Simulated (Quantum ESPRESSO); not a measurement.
## Band energies of SnSe

```xyz
2
Lattice="0.0000 3.0104 3.0104 3.0104 0.0000 3.0104 3.0104 3.0104 0.0000" Properties=species:S:1:pos:R:3 pbc="T T T"
Se     3.0104     3.0104     3.0104
Sn     0.0000     0.0000     0.0000
```

PBEsol (Quantum ESPRESSO, PseudoDojo norm-conserving, 86 Ry, with spin-orbit coupling); path ΓXWKΓLUWLK,UX; energies in eV from the valence-band maximum.

```csv
k (1/Å),point,band 30,band 31,band 32,band 33,band 34,band 35,band 36,band 37
0.00,Γ,-2.04,3.74,3.74,4.54,4.54,4.54,4.54,5.80
0.35,,-0.85,1.55,1.55,3.98,3.98,4.42,4.42,4.53
0.70,,-3.20,3.34,3.34,3.66,3.66,4.55,4.55,5.04
1.04,X,-3.52,2.93,2.93,5.01,5.01,5.58,5.58,5.91
1.17,,-3.26,3.10,3.10,4.63,4.63,5.48,5.48,5.83
1.57,W,-0.81,1.43,1.43,4.67,4.67,4.74,4.74,7.05
1.93,K,-2.48,3.11,3.11,3.63,3.63,5.17,5.17,5.33
2.03,,-2.01,2.58,2.58,3.03,3.03,4.97,4.97,6.05
2.34,,-0.46,0.95,0.95,1.67,1.67,4.13,4.13,7.24
2.74,,-1.27,2.44,2.44,2.94,2.94,4.01,4.01,5.83
3.04,Γ,-2.04,3.74,3.74,4.54,4.54,4.54,4.54,5.80
3.44,,-1.14,2.15,2.15,2.65,2.65,2.85,2.85,5.93
3.74,,-0.38,0.92,0.92,1.35,1.35,1.66,1.66,7.21
3.94,L,-0.13,0.57,0.57,1.05,1.05,1.40,1.40,8.12
4.16,,-0.71,0.86,0.86,1.68,1.68,2.84,2.84,7.54
4.48,,-2.17,2.73,2.73,3.21,3.21,4.97,4.97,5.72
4.58,U,-2.48,3.11,3.11,3.63,3.63,5.17,5.17,5.33
4.95,W,-0.81,1.43,1.43,4.67,4.67,4.74,4.74,7.05
5.23,,-0.83,1.14,1.14,3.79,3.79,4.41,4.41,6.99
5.60,,0.00,0.21,0.21,1.29,1.29,1.81,1.81,8.00
5.69,L,-0.13,0.57,0.57,1.05,1.05,1.40,1.40,8.12
5.85,,-0.39,0.53,0.53,1.48,1.48,2.37,2.37,7.78
6.17,,-1.98,2.48,2.48,2.97,2.97,4.75,4.75,6.00
6.33,K,-2.48,3.11,3.11,3.63,3.63,5.17,5.17,5.33
6.33,U,-2.48,3.11,3.11,3.63,3.63,5.17,5.17,5.33
6.70,X,-3.52,2.93,2.93,5.01,5.01,5.58,5.58,5.91
```

The PBEsol gap is direct, 0.21 eV at 87 % of the way from W to L. Another valence extremum on the path lies within 0.02 eV, too close to call.

Geometry of the Materials Project entry, not relaxed at this level.

This is not the ordinary phase of the substance.
